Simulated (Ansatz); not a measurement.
KHg₂:
```yaml
crystal:
  lattice:
    - [-2.56405, 4.02004, 4.38517]
    - [2.56405, -4.02004, 4.38517]
    - [2.56405, 4.02004, -4.38517]
  atoms:
    - { symbol: Hg, position: [0.10135, 0.16249, 0.93885] }
    - { symbol: Hg, position: [0.72364, 0.16249, 0.56115] }
    - { symbol: Hg, position: [0.27636, 0.83751, 0.43885] }
    - { symbol: Hg, position: [0.89865, 0.83751, 0.06115] }
    - { symbol: K, position: [0.30357, 0.55357, 0.75000] }
    - { symbol: K, position: [0.69643, 0.44643, 0.25000] }
```

Relaxed with PBEsol. Special points in fractions of this cell's reciprocal vectors: Γ (0.000, 0.000, 0.000); X (0.500, 0.500, -0.500); F2 (0.335, 0.665, -0.335); Σ0 (-0.335, 0.335, 0.335); Y0 (0.460, -0.460, 0.460); U0 (0.540, 0.460, -0.460); R (0.000, 0.500, 0.000); W (0.250, 0.250, 0.250); S (0.500, 0.000, 0.000); T (0.000, 0.000, 0.500).

**Question.** List the band energies nearest the Fermi level at these points for the program Ansatz at the PBEsol level (PAW).

**Answer.** In eV from the Fermi level; about four levels below and three above (degenerate sets whole), none deeper than 8.9 eV; points with the same levels are listed once.

```csv
k,below,above
Γ,-3.80 -2.76 -1.20 -0.29,0.96 1.01 1.44
X,-5.52 -4.91 -4.45 -1.54,0.13 1.44 1.49
F2,-4.54 -1.55 -1.17 -0.75,1.39 1.98 3.55
Y0,-5.56 -4.89 -4.43 -1.48,0.13 1.33 1.57
R,-3.98 -2.58 -0.31 -0.19,1.12 1.15 1.89
W,-4.98 -4.98 -3.49 -3.49,0.50 0.50 1.17 1.17
S,-6.10 -5.28 -2.17 -1.70,0.35 0.53 1.72
T,-3.16 -3.16 -0.37 -0.37,1.33 1.33 3.14 3.14
```

Space group Imma. The workflow started from an entry of the Crystallography Open Database (COD). Whether it is the stable phase at ambient conditions was not checked. Symmetry was held in the PBEsol relaxation; whether a distortion lowers the energy is not shown. Scalar-relativistic: spin–orbit coupling is off unless named, which matters more the heavier the elements.

Potentials: the later of the program's two PAW sets.
